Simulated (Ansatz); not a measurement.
CdTe (zinc blende)

```
CELL_PARAMETERS angstrom
      0.00000     3.30930     3.30930
      3.30930     0.00000     3.30930
      3.30930     3.30930     0.00000
ATOMIC_POSITIONS crystal
  Te 0.75000 0.75000 0.75000
  Cd 0.00000 0.00000 0.00000
```

E(V) scan at fixed shape, V₀ the volume above. Symmetry pins the atoms to their sites.

All values below come from PBE (plane waves to 420 eV, PAW, scalar-relativistic; Ansatz, a program for electronic structure). k mesh 9×9×9 (Γ-centred), Fermi-Dirac smearing 0.05 eV. Energies are smeared free energies. CdTe was relaxed with its symmetry unable to fall. Spin-orbit coupling is left out, though Te is heavy. The PAW data are Ansatz's earlier set. The zero of ΔE is the relaxed starting cell.

### Question
Give the computed ΔE (eV/atom) at V/V₀ = 0.840, 0.880, 1.040, 1.080, 1.120, 1.160.

### Answer
```json
[
 {"V/V₀": "0.840", "ΔE (eV/atom)": "0.1422"},
 {"V/V₀": "0.880", "ΔE (eV/atom)": "0.0732"},
 {"V/V₀": "1.040", "ΔE (eV/atom)": "0.0059"},
 {"V/V₀": "1.080", "ΔE (eV/atom)": "0.0218"},
 {"V/V₀": "1.120", "ΔE (eV/atom)": "0.0458"},
 {"V/V₀": "1.160", "ΔE (eV/atom)": "0.0761"}
]
```

(Under strain, the slope of the energy per volume gives the stress and its curvature an elastic modulus.)
